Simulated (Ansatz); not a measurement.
# Calculated quadrupolar parameters for Al2SiO5

The cell is a computed structure from the Materials Project (it need not be an observed phase), atoms as given.

Space group Pnnm (No. 58); a = 7.7836, b = 7.8872, c = 5.5541 Å.

```
site  Wyckoff  site symmetry       x       y       z
 Al1       4e            ..2  0.0000  0.0000  0.2421
 Al5       4g            ..m  0.1299  0.6384  0.0000
  Si       4g            ..m  0.2458  0.2513  0.0000
 O13       8h              1  0.7294  0.3671  0.7399
 O21       4g            ..m  0.3973  0.9001  0.5000
 O25       4g            ..m  0.4229  0.3626  0.5000
 O29       4g            ..m  0.4247  0.3622  0.0000
```

One atom of each set is listed.

Computed with Ansatz: DFT, PBE, plane waves and PAW, scalar-relativistic, 420 eV cutoff, Γ-centred 3×3×5 k-points, Fermi–Dirac smearing 0.02 eV.

V_zz is the principal component of the electric field gradient with the largest magnitude, η = (V_xx − V_yy)/V_zz and C_Q = eQV_zz/h.

27Al: I = 5/2, Q = 146.6 mb; ¹⁷O: I = 5/2, Q = -25.58 mb. Q values from Pyykkö, Mol. Phys. 116, 1328 (2018).

**Question.** What field gradients does the calculation give at each kind of site?

**Answer.** 

```json
{"site": "Al1", "atoms": "4", "first shell": "6 O at 1.83–2.07 Å", "V_xx, V_yy, V_zz (10²¹ V/m²)": "-1.73, -2.01, 3.75", "η": "0.07", "C_Q (MHz)": "13.3"}
{"site": "Al5", "atoms": "4", "first shell": "5 O at 1.81–1.89 Å", "V_xx, V_yy, V_zz (10²¹ V/m²)": "-0.21, -1.33, 1.54", "η": "0.72", "C_Q (MHz)": "5.45"}
{"site": "Si", "atoms": "4", "first shell": "4 O at 1.62–1.64 Å", "V_xx, V_yy, V_zz (10²¹ V/m²)": "-0.44, -1.44, 1.88", "η": "0.53", "C_Q (MHz)": "–"}
{"site": "O13", "atoms": "8", "first shell": "1 Si at 1.63 Å, 1 Al at 1.81 Å; also 1 Al at 2.07 Å", "V_xx, V_yy, V_zz (10²¹ V/m²)": "1.61, 5.57, -7.18", "η": "0.55", "C_Q (MHz)": "4.44"}
{"site": "O21", "atoms": "4", "first shell": "1 Si at 1.62 Å, 2 Al at 1.84–1.89 Å", "V_xx, V_yy, V_zz (10²¹ V/m²)": "-0.38, -4.13, 4.52", "η": "0.83", "C_Q (MHz)": "-2.79"}
{"site": "O25", "atoms": "4", "first shell": "3 Al at 1.81–1.83 Å; also 4 Si at 2.67–3.34 Å", "V_xx, V_yy, V_zz (10²¹ V/m²)": "1.93, 3.14, -5.07", "η": "0.24", "C_Q (MHz)": "3.13"}
{"site": "O29", "atoms": "4", "first shell": "1 Si at 1.64 Å, 2 Al at 1.89 Å", "V_xx, V_yy, V_zz (10²¹ V/m²)": "0.36, 5.92, -6.28", "η": "0.89", "C_Q (MHz)": "3.89"}
```

At O13 V_zz stands upright on the plane of its two bonds (within 12°). At O25 V_zz stands upright on the plane through its three neighbours (within 6°).

Si has no stable isotope with a ground-state quadrupole moment in the table, so no C_Q is given.

At this cell the PBE pressure is 6 GPa, so with PBE the cell would grow if it were relaxed. The entry's cell may itself be off.
